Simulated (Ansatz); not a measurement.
**Bands of Cs₃Pt**

```
Cs Pt
1.0
     5.77765    0.00000    0.00000
     0.00000    5.77765    0.00000
     0.00000    0.00000    5.77765
Cs Pt
3 1
Direct
  0.00000 0.00000 0.50000
  0.00000 0.50000 0.00000
  0.50000 0.00000 0.00000
  0.50000 0.50000 0.50000
```

Atoms are numbered in the order listed.

Structure from Materials Project entry mp-1064000 (possibly hypothetical), not relaxed further.

Spin polarisation is left out, and whether a magnetic state lies lower isn't shown here.

Spin–orbit coupling is left out, though it moves levels of the heavy atoms by tenths of an eV or more.

Computed with Ansatz 0.2.0, DFT, PBE, all-electron LAPW, scalar-relativistic.

Settings: a Γ-centred 6×6×6 k mesh, Fermi–Dirac smearing of 0.08 eV, basis error target 1 meV/atom, no spin polarisation.

Points in fractions of the reciprocal vectors of this cell: Γ (0, 0, 0), X (0, 0.5, 0), M (0.5, 0.5, 0), R (0.5, 0.5, 0.5). The path joins them by straight lines in the order Γ–X–M–Γ–R–X–R–M; legs that retrace an earlier one aren't tabulated. Energies are in eV from the Fermi level.

(1) List the levels at M between -5 and 3.5 eV.

(2) List the levels at Γ between -5 and 3.5 eV.

(3) List the levels at X between -5 and 3.5 eV.

(4) What is the band gap?

Results:

(1) -1.92, -1.30, -1.22, -1.17 (×2), -1.11, 0.63 (×2), 1.03, 1.31, 1.88 (×2), 2.36, 3.31 (×2).

(2) -3.02, -1.50 (×2), -1.36 (×3), -1.07, 1.52 (×3), 1.73 (×2), 3.13 (×3).

(3) -2.14, -1.31, -1.29, -1.17 (×2), -1.16, -0.42, 0.26, 1.51 (×2), 1.55, 2.86, 3.17, 3.25 (×2), 3.33.

(4) none: with an odd electron count and no spin polarisation the bands can't all be full, a metal in this set-up (spin order or a larger cell could open a gap).
